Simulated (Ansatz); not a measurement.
## SrHfO3, first-principles data

SrHfO₃:
```
CELL_PARAMETERS angstrom
      4.05831     0.00000     0.00000
      0.00000     4.05831     0.00000
      0.00000     0.00000     4.10173
ATOMIC_POSITIONS crystal
  Sr 0.50000 0.50000 0.53901
  Hf 0.00000 0.00000 0.99957
  O  0.50000 0.00000 0.96018
  O  0.00000 0.50000 0.96018
  O  0.00000 0.00000 0.48507
```

Space group P4mm (No. 99); conventional cell a = 4.058 Å, b = 4.058 Å, c = 4.102 Å, α = 90.00°, β = 90.00°, γ = 90.00°.

Method: plane-wave PAW LDA (Ansatz code). Structure relaxed to zero pressure with the same functional. Other levels are named where they apply.

Cell and energy:

- Volume per atom: 13.51 Å³
- Density: 7.72 g/cm³
- Formation energy from the elements (no fitted shifts): -3.49 eV/atom

Electronic structure:

* **Band gap**: 3.72 eV (indirect)
* **Valence-band maximum**: at A
* **Conduction-band minimum**: at Γ
* **Smallest direct gap on the standard path**: 3.88 eV
* **Electron effective mass**: 0.39, 0.39, 2.1 mₑ (principal values)

Mechanics:

- Bulk modulus (Birch–Murnaghan fit): 166 GPa
- Pressure derivative B′: 5.4
- Elastic constants (relaxed ions, GPa): C11 = 343, C12 = 90.1, C13 = 99.8, C33 = 273, C44 = 52.9, C66 = 83.7
- Mechanical stability: stable (all eigenvalues of C positive)
- Hill bulk and shear moduli: 170 and 77.9 GPa
- Young's modulus: 203 GPa
- Poisson's ratio: 0.30
- Debye temperature from the elastic constants: 444 K
- Piezoelectric stress constants (proper, relaxed ions, C/m²): e15 = e24 = 5.33, e31 = e32 = -0.82, e33 = 5.44

Dielectric response:

- Electronic dielectric constant ε∞ (DFPT): 4.46 (xx = yy), 4.39 (zz)
- Static dielectric constant ε0 (ions relaxed, cell fixed): 128 (xx = yy), 38.4 (zz)
- Born charges (a third of the trace): Sr +2.56, Hf +5.66, O -2.76 to -2.71 e
- Largest static χ(2) component: 2.2 pm/V

Phonons:

- Highest zone-centre frequency (without LO–TO term) = 18.25 THz
- Zone-centre stability = no imaginary mode at Γ
- Dynamical stability on the path = unstable, down to 160i cm⁻¹

The first step of the workflow began from a Materials Project structure, measured or hypothetical; the Crystallography Open Database copy checked does not list it. COD files the formula under space group No. 62, 63, 221. Whether it is the stable phase at ambient conditions was not checked. The cell was relaxed with LDA under the symmetry of its start. No spin polarisation was allowed. Signs of piezoelectric constants follow the polarity of the cell as given. The references are the lowest solids computed at this level, not always the standard phases (solids in place of the gases). Scalar-relativistic: spin–orbit coupling is off unless named, which matters more the heavier the elements.

Potentials: the later of the program's two PAW sets.
